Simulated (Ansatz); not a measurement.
Relaxed SnO₂ (rutile):

```
CELL_PARAMETERS angstrom
      4.76919     0.00000     0.00000
      0.00000     4.76919     0.00000
      0.00000     0.00000     3.21201
ATOMIC_POSITIONS crystal
  Sn 0.00000 0.00000 0.00000
  Sn 0.50000 0.50000 0.50000
  O  0.30628 0.30628 0.00000
  O  0.80628 0.19372 0.50000
  O  0.19372 0.80628 0.50000
  O  0.69372 0.69372 0.00000
```

Scan: atom 5 (O, nearest neighbour Sn at 2.066 Å; its periodic images, 3.2 Å or more away, move with it) is displaced along Cartesian [111], direction (0.577, 0.577, 0.577) in Cartesian axes, by s. The other atoms stay.

Method: PBEsol (plane waves to 420 eV, PAW, scalar-relativistic; Ansatz, a quantum-chemistry and plane-wave program). k mesh 6×6×8 (Γ-centred), Fermi-Dirac smearing 0.05 eV. The energy includes the smearing's −TS. SnO2 was relaxed with its symmetry unable to fall. ΔE is measured from the undisplaced structure.

| s (Å) | ΔE (meV/cell) |
|---|---|
| -0.410 | 529 |
| -0.328 | 342 |
| -0.246 | 194 |
| -0.164 | 87 |
| -0.082 | 22 |
| 0.000 | 0 |
| 0.082 | 22 |
| 0.164 | 87 |
| 0.246 | 194 |
| 0.328 | 342 |
| 0.410 | 529 |

### Question
What force constant k = d²E/ds² at s = 0 does the table give?

### Answer
6.5 eV/Å². It is the second difference of the nearest points, corrected with the next pair.

### Question
With k = 6.50 eV/Å² from the forces, is the well harmonic out to s = 0.410 Å?

### Answer
½ks² = 546 meV/cell against the computed 529 meV/cell, so the well is close to harmonic there.

(For displaced atoms, the force is minus the slope of the energy, and its curvature is a force constant, which sets phonon frequencies.)
